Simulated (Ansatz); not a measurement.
An Ansatz (a first-principles code) run. Input:

Ansatz 0.2 input:
```yaml
crystal:
  lattice:
    - [-2.743914725, 2.743914725, 3.9046217488]
    - [2.743914725, -2.743914725, 3.9046217488]
    - [2.743914725, 2.743914725, -3.9046217488]
  atoms:
    - { symbol: Sr, position: [0.75, 0.25, 0.5] }
    - { symbol: Sr, position: [0.25, 0.75, 0.5] }
    - { symbol: Ti, position: [0.0, 0.0, 0.0] }
    - { symbol: Ti, position: [0.5, 0.5, 0.0] }
    - { symbol: O, position: [0.774642565, 0.274642565, 0.04928513] }
    - { symbol: O, position: [0.225357435, 0.725357435, 0.95071487] }
    - { symbol: O, position: [0.274642565, 0.225357435, 0.5] }
    - { symbol: O, position: [0.725357435, 0.774642565, 0.5] }
    - { symbol: O, position: [0.75, 0.75, 0.0] }
    - { symbol: O, position: [0.25, 0.25, 0.0] }
kpoints:
  mp_grid: { grid: [6, 6, 6] }
  band_path:
    path:
      - [[0.0, 0.0, 0.0], [0.0, 0.0, 0.5], [0.25, 0.25, 0.25], [0.0, 0.5, 0.0], [0.0, 0.0, 0.0], [0.5, 0.5, -0.5], [0.3734591525, 0.6265408475, -0.3734591525]]  # Γ-X-P-N-Γ-M-S
      - [[-0.3734591525, 0.3734591525, 0.3734591525], [0.0, 0.0, 0.0]]  # S_0-Γ
      - [[0.0, 0.0, 0.5], [-0.246918305, 0.246918305, 0.5]]  # X-R
      - [[0.5, 0.5, -0.246918305], [0.5, 0.5, -0.5]]  # G-M
      - [VBM, CBM]
    npoints: 8
basis: { xc_grid: 2 }
hamiltonian:
  xc: pbesol
  pseudopotentials: { azcp: { folder: ./paw }, kind: paw_fr }
magnetization: { noncollinear: true, spin_orbit: true }
scf:
  n_extra_bands: 20
  convergence: { dr2_threshold: 0.0000000001 }
  occupations: { method: gaussian, width: 0.01 }
checkpoint: { write: soc.run }
output: { eigenvalues: true }
```

Output (shortened):

```
Pseudopotential: Sr, paw, valence charge 10
Pseudopotential: Ti, paw, valence charge 12
Pseudopotential: O, paw, valence charge 6
Functional definition: PBEsol
non-collinear run that drives no moment, with spin-orbit …
Crystal: 10 atoms, lattice volume = 117.593 Å³
Basis set: ecut = 420 eV, 2277 PW (Γ), exchange–correlation on 80×80×80 points (8 copies of the dense FFT grid, shifted against one another)
Bands: 100, of which v1, the nominal top of the filled ones, is band 80 counted from 1 (79 counted from 0)
Symmetry: 16 space group operations + 16 with time reversal
k-points: 30 of 216
Projection manifold: j_resolved (fully-relativistic pseudo-atomic orbitals)
SCF iter   1: F=—  HF=-15316.406179 eV  |F-HF|=—  |Δ(HF+E_count)|=         —  Δρ=5.32e-2  dr2=2.94e0  dr2_m=0.00e0 (ungated)  ethr=3.10e-3  |M|=0.00e0 ∫|m|=0.00e0 μB  |m|>n=0.0e0 m-floor=0.0e0 τ_xc=0.0e0  β_m=0.30  ⟨swp⟩=8.1  Hψ=7971  notcnv=0  defer=126
preconditioner: auto → Resta (q_TF=auto, 2.559 Å⁻¹)
spin=Noncollinear: Resta preconditioning applied to the charge; magnetization (m_x, m_y, m_z) channels mix plain (no charge-response kernel on spin).
SCF iter   2: F=—  HF=-15316.113420 eV  |F-HF|=—  |Δ(HF+E_count)|=   2.93e-1  Δρ=3.65e-2  dr2=1.47e0  dr2_m=0.00e0 (ungated)  ethr=3.10e-3  |M|=0.00e0 ∫|m|=0.00e0 μB  |m|>n=0.0e0 m-floor=0.0e0 τ_xc=0.0e0  β_m=0.63  ⟨swp⟩=2.1  Hψ=1839  notcnv=0  defer=410
SCF iter   3: F=—  HF=-15315.892020 eV  |F-HF|=—  |Δ(HF+E_count)|=   2.21e-1  Δρ=7.70e-3  dr2=5.57e-2  dr2_m=0.00e0 (ungated)  ethr=1.83e-3  |M|=0.00e0 ∫|m|=0.00e0 μB  |m|>n=0.0e0 m-floor=0.0e0 τ_xc=0.0e0  β_m=0.75  ⟨swp⟩=2.7  Hψ=2526  notcnv=0  defer=410
SCF iter   4: F=—  HF=-15315.908550 eV  |F-HF|=—  |Δ(HF+E_count)|=   1.65e-2  Δρ=7.11e-3  dr2=5.38e-2  dr2_m=0.00e0 (ungated)  ethr=6.97e-5  |M|=0.00e0 ∫|m|=0.00e0 μB  |m|>n=0.0e0 m-floor=0.0e0 τ_xc=0.0e0  β_m=0.62  ⟨swp⟩=3.3  Hψ=2655  notcnv=0  defer=410
SCF iter   5: F=—  HF=-15315.900582 eV  |F-HF|=—  |Δ(HF+E_count)|=   7.97e-3  Δρ=1.70e-3  dr2=2.20e-3  dr2_m=0.00e0 (ungated)  ethr=6.73e-5  |M|=0.00e0 ∫|m|=0.00e0 μB  |m|>n=0.0e0 m-floor=0.0e0 τ_xc=0.0e0  β_m=0.73  ⟨swp⟩=2.6  Hψ=2250  notcnv=0  defer=410
SCF iter   6: F=—  HF=-15315.901386 eV  |F-HF|=—  |Δ(HF+E_count)|=   8.04e-4  Δρ=5.42e-4  dr2=2.78e-4  dr2_m=0.00e0 (ungated)  ethr=2.75e-6  |M|=0.00e0 ∫|m|=0.00e0 μB  |m|>n=0.0e0 m-floor=0.0e0 τ_xc=0.0e0  β_m=0.68  ⟨swp⟩=2.1  Hψ=2647  notcnv=0  defer=410
SCF iter   7: F=—  HF=-15315.901400 eV  |F-HF|=—  |Δ(HF+E_count)|=   1.45e-5  Δρ=2.07e-4  dr2=4.00e-5  dr2_m=0.00e0 (ungated)  ethr=3.48e-7  |M|=0.00e0 ∫|m|=0.00e0 μB  |m|>n=0.0e0 m-floor=0.0e0 τ_xc=0.0e0  β_m=0.76  ⟨swp⟩=2.1  Hψ=2167  notcnv=0  defer=410
SCF iter   8: F=—  HF=-15315.901410 eV  |F-HF|=—  |Δ(HF+E_count)|=   9.60e-6  Δρ=5.45e-5  dr2=2.85e-6  dr2_m=0.00e0 (ungated)  ethr=5.00e-8  |M|=0.00e0 ∫|m|=0.00e0 μB  |m|>n=0.0e0 m-floor=0.0e0 τ_xc=0.0e0  β_m=0.88  ⟨swp⟩=2.0  Hψ=1840  notcnv=0  defer=410
SCF iter  12: F=-15315.901528 eV  HF=-15315.901528 eV  |F-HF|=7.28e-12  |Δ(HF+E_count)|=  2.55e-11  Δρ=1.19e-7  dr2=1.68e-11  dr2_m=0.00e0 (ungated)  ethr=1.00e-12  |M|=0.00e0 ∫|m|=0.00e0 μB  |m|>n=0.0e0 m-floor=0.0e0 τ_xc=0.0e0  ⟨swp⟩=14.7  Hψ=6398  notcnv=0
SCF 1 converged in 12 iterations: F = -15315.901528 eV  dr2 = 1.68e-11
NSCF: frozen V_eff on 30 k-points
NSCF: frozen V_eff on 30 k-points
NSCF: frozen V_eff on 30 k-points
NSCF: frozen V_eff on 30 k-points
NSCF: frozen V_eff on 5 k-points
NSCF: frozen V_eff on 9 k-points
NSCF: frozen V_eff on 6 k-points
NSCF: frozen V_eff on 9 k-points
NSCF: frozen V_eff on 9 k-points
NSCF: frozen V_eff on 3 k-points
NSCF: frozen V_eff on 6 k-points
NSCF: frozen V_eff on 85 k-points
SCF converged after 12 iterations
Magnetization: |M| = 0.0000 μB,  M = (+0.0000, +0.0000, +0.0000) μB
Absolute magnetization: 0.0000 μB (∫|m|)
  site 0: m = (+0.0000, +0.0000, +0.0000) μB, |m| = 0.0000 μB  (R = 1.08 Å)
  site 1: m = (+0.0000, +0.0000, +0.0000) μB, |m| = 0.0000 μB  (R = 1.08 Å)
  site 2: m = (+0.0000, +0.0000, +0.0000) μB, |m| = 0.0000 μB  (R = 0.80 Å)
  site 3: m = (+0.0000, +0.0000, +0.0000) μB, |m| = 0.0000 μB  (R = 0.80 Å)
  site 4: m = (+0.0000, +0.0000, +0.0000) μB, |m| = 0.0000 μB  (R = 0.80 Å)
  site 5: m = (+0.0000, +0.0000, +0.0000) μB, |m| = 0.0000 μB  (R = 0.80 Å)
  site 6: m = (+0.0000, +0.0000, +0.0000) μB, |m| = 0.0000 μB  (R = 0.80 Å)
  site 7: m = (+0.0000, +0.0000, +0.0000) μB, |m| = 0.0000 μB  (R = 0.80 Å)
  site 8: m = (+0.0000, +0.0000, +0.0000) μB, |m| = 0.0000 μB  (R = 0.81 Å)
  site 9: m = (+0.0000, +0.0000, +0.0000) μB, |m| = 0.0000 μB  (R = 0.81 Å)
Free energy (F): -15315.901528 eV
Harris-Foulkes:  -15315.901528 eV  (|F-HF|=7.28e-12)
Internal energy: -15315.901528 eV  (E = F + TS)
E sigma→0 (E₀):  -15315.901528 eV
Fermi energy:    10.858547 eV
--- Per-component energies (eV) ---
  E_band       = -405.485615
  E_kinetic    = 2044.063035
  E_local      = -4856.453654  (includes V_loc(G=0)·N_el)
  E_nonlocal   = 900.166006
  E_hartree    = 1674.254025
  E_xc         = -1011.170674
  E_vxc        = -1156.913966  (∫ρ·V_xc dr)
  E_paw        = -8251.686447  (= ΣΔE_a)
  E_vpaw       = -684.859588  (= ΣTr[D̂ρ^β])
  E_aug_tail   = 0.004476  (compensation charges beyond the density's cutoff)
  E_ewald      = -5815.839655
  E_core_change = 0.761359  (= ΣΔE_core)
  E_smearing   =  0.000000  (= −TS)
  E_closure    = 0.000000  (closes the sum)
  Σ components = -15315.901528   (vs F -15315.901528, Δ=0.00e0)
  [band-id]    e_kinetic+e_local+e_nonlocal+2·e_hartree+e_vxc+e_vpaw+e_augmentation_tail = -405.485641   (vs E_band -405.485615, Δ=-2.61e-5)
--- Band table (eV; the first three rows and the last of 30) ---
  k-point 0: bands = ["-46.1432", "-46.1432", "-46.1399", "-46.1399", "-23.0321", "-23.0321", "-22.9711", "-22.9711", "-22.4466", "-22.4466", "-22.3857", "-22.3857", "-22.3855", "-22.3855", "-22.3769", "-22.3769", "-22.3175", "-22.3175", "-22.3148", …
  k-point 1: bands = ["-46.1429", "-46.1429", "-46.1401", "-46.1401", "-23.0273", "-23.0273", "-22.9788", "-22.9788", "-22.4582", "-22.4582", "-22.3867", "-22.3867", "-22.3822", "-22.3822", "-22.3730", "-22.3730", "-22.3161", "-22.3161", "-22.3072", …
  k-point 2: bands = ["-46.1423", "-46.1423", "-46.1407", "-46.1407", "-23.0183", "-23.0183", "-22.9950", "-22.9950", "-22.4790", "-22.4790", "-22.3927", "-22.3927", "-22.3890", "-22.3890", "-22.3469", "-22.3469", "-22.3142", "-22.3142", "-22.2918", …
  k-point 29: bands = ["-46.1422", "-46.1422", "-46.1408", "-46.1408", "-23.0149", "-23.0149", "-23.0025", "-23.0025", "-22.4878", "-22.4878", "-22.3978", "-22.3978", "-22.3899", "-22.3899", "-22.3361", "-22.3361", "-22.3114", "-22.3114", "-22.2850", …
```

Cost: around 6 core-minutes (rough) on shared cores.

Space group I4/mcm. The first step of the workflow began from a Materials Project structure, measured or hypothetical; the Crystallography Open Database files this formula in space group No. 140, but the cells were not matched. It is not the phase usual at ambient conditions (space group No. 221). Symmetry was held in the PBEsol relaxation. At this level the phase is dynamically unstable (imaginary phonons). No spin polarisation was allowed.

Potentials: the earlier of the program's two PAW sets. The files were generated under PBE; for other functionals the program regenerates the frozen cores, and for LDA and PBEsol the local potential too.

Ansatz is a plane-wave DFT program.
